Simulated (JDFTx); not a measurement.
System: HfB2(1 0 -1 0) (P6/mmm bulk; lattice of mp-1994, not re-optimised at this level), 1x1 cell of 8 atoms in 8 planes (B outermost, slab composition Hf2B6), area 10.90 Å² a face, 5.8 Å between the outermost planes in a cell 22.3 Å high; k mesh 8×6×1, Fermi width 0.01 Ha, no spin polarisation. Whether this polymorph is the ambient one wasn't checked. Neither spin polarisation nor a larger cell was tried.

All numbers are PBE, GBRV ultrasoft potentials, plane waves to 20/100 Ha results from a modified build of JDFTx, not measurements. Liquid: SCCS (g09 parameters), water, 0.5 M NaCl. The neutral cell holds 42 valence electrons and has two faces of 10.899 Å² each. Last filling lines of the neutral and of a charged run (μ in hartree, zero in the bulk liquid):

```
FillingsUpdate:  mu: -0.174104725  nElectrons: 42.000000
FillingsUpdate:  mu: -0.166842000  nElectrons: 42.027241
```

Working it through: both potentials, by the convention U = −μ/e − 4.44 V vs SHE, the surface charge density and the mean capacitance.

U_pzc = 0.17410 × 27.2114 − 4.44 = 0.30 V; U = 0.16684 × 27.2114 − 4.44 = 0.10 V. The cell has 0.0272 excess electrons, a net charge of -0.0272 e, shared by two faces: σ = -0.0272 e / (2 × 10.899 Å²) = -0.00125 e/Å² = -2.0 μC/cm² (1 e/Å² = 1602.18 μC/cm²). C = σ/(U − U_pzc) = -2.0/-0.20 ≈ 10 μF/cm².
